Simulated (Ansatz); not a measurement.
Li$_{5}$NCl$_{2}$:
```cif
data_Cl6Li15N3
_chemical_formula_sum 'Li15 N3 Cl6'
_space_group_name_H-M_alt 'R-3m :H'
_space_group_IT_number 166
_space_group_name_Hall '-R 3 2"'
_cell_length_a 3.62265
_cell_length_b 3.62265
_cell_length_c 28.56075
_cell_angle_alpha 90.000
_cell_angle_beta 90.000
_cell_angle_gamma 120.000
loop_
_atom_site_label
_atom_site_type_symbol
_atom_site_symmetry_multiplicity
_atom_site_Wyckoff_symbol
_atom_site_fract_x
_atom_site_fract_y
_atom_site_fract_z
_atom_site_occupancy
Li1 Li 3 b 0.00000 0.00000 0.50000 1
Li2 Li 6 c 0.00000 0.00000 0.06668 1
Li3 Li 6 c 0.00000 0.00000 0.32574 1
N1 N 3 a 0.00000 0.00000 0.00000 1
Cl1 Cl 6 c 0.00000 0.00000 0.21836 1
```
(The calculation used a cell of 8 atoms; values per cell refer to that cell.)

Relaxed at zero pressure with r²SCAN (plane waves, PAW; program Ansatz).

**Question.** The volume is lowered by 6 % and shape and atoms relax at that volume. What pressure results, and how do the axes share the change?

**Answer.** 2.8 GPa; a -1.8 %, b -1.8 %, c -2.5 %; the energy rises by 7 meV/atom.

**Question.** Give the new structure.

**Answer.** 
Space group R-3m, hexagonal axes (No. 166); a = 3.5569 Å, b = 3.5569 Å, c = 27.8488 Å, α = 90.00°, β = 90.00°, γ = 120.00°

| atom | site | symmetry | x | y | z |
|---|---|---|---|---|---|
| Li | 3b | -3m | 0.0000 | 0.0000 | 0.5000 |
| Li | 6c | 3m | 0.0000 | 0.0000 | 0.0675 |
| Li | 6c | 3m | 0.0000 | 0.0000 | 0.3247 |
| N | 3a | -3m | 0.0000 | 0.0000 | 0.0000 |
| Cl | 6c | 3m | 0.0000 | 0.0000 | 0.2183 |

The phase is kept; no other phase was compared at this pressure.

The first step of the workflow began from a Materials Project structure, measured or hypothetical; the Crystallography Open Database copy checked does not list it. Whether it is the stable phase at ambient conditions was not checked. Symmetry was held in the r²SCAN relaxation; its stability against distortions is not shown here.

Potentials: the later of the program's two PAW sets.
